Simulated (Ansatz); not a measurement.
# BiAs under compression and expansion

```cif
data_structure
_symmetry_space_group_name_H-M 'P 1'
_symmetry_Int_Tables_number 1
_cell_length_a 3.6940
_cell_length_b 3.6940
_cell_length_c 3.6940
_cell_angle_alpha 90.000
_cell_angle_beta 90.000
_cell_angle_gamma 90.000
_cell_volume 50.41
loop_
_atom_site_label
_atom_site_type_symbol
_atom_site_fract_x
_atom_site_fract_y
_atom_site_fract_z
_atom_site_occupancy
As1 As 0.00000 0.00000 0.00000 1
Bi1 Bi 0.50000 0.50000 0.50000 1
```

The runs use the primitive cell with vectors (3.694, 0.000, 0.000), (0.000, 3.694, 0.000), (0.000, 0.000, 3.694) Å, to which the k mesh refers.

The cell was built from the CsCl type and relaxed in the same program, and has space group Pm-3m; it needn't be a known or the stable phase.

No spin–orbit coupling, which matters for the heavy atoms here.

Levels of theory: DFT, PBE, all-electron LAPW, scalar-relativistic (Ansatz 0.2.0); DFT, PBE, PAW with Ansatz's default frozen-core files, scalar-relativistic (Ansatz 0.2.0).

For LAPW: a Γ-centred 13×13×13 k mesh, Fermi–Dirac smearing of 0.05 eV, basis error target 0.5 meV/atom, no spin polarisation. PAW takes a cutoff of 420 eV at this cell. The Ansatz runs share mesh, smearing and spin set-up. Plane-wave (PAW) pressures include the program's estimate of the Pulay term.

The cell above is scaled evenly, with fractional coordinates and shape held.

(1) Estimate the equilibrium volume and bulk modulus that all-electron LAPW gives for this fixed shape.

Results:

(1) V0 = 25.22 Å³/atom, B0 = 66 GPa, B0′ = 4.0, from a third-order Birch–Murnaghan fit to these pressures:
| V/V(cell) | V (Å³/atom) | P, LAPW (GPa) | P, PAW (GPa) | free energy over the lowest listed, PAW (meV/atom) |
| --- | --- | --- | --- | --- |
| 0.9405 | 23.705 | 4.58 | 4.56 | 20.4 |
| 0.9700 | 24.448 | 2.16 | 2.14 | 5.0 |
| 1.0000 | 25.204 | 0.03 | 0.01 | 0.0 |
| 1.0300 | 25.961 | -1.80 | -1.82 | 4.4 |
| 1.0600 | 26.717 | -3.37 | -3.38 | 16.7 |
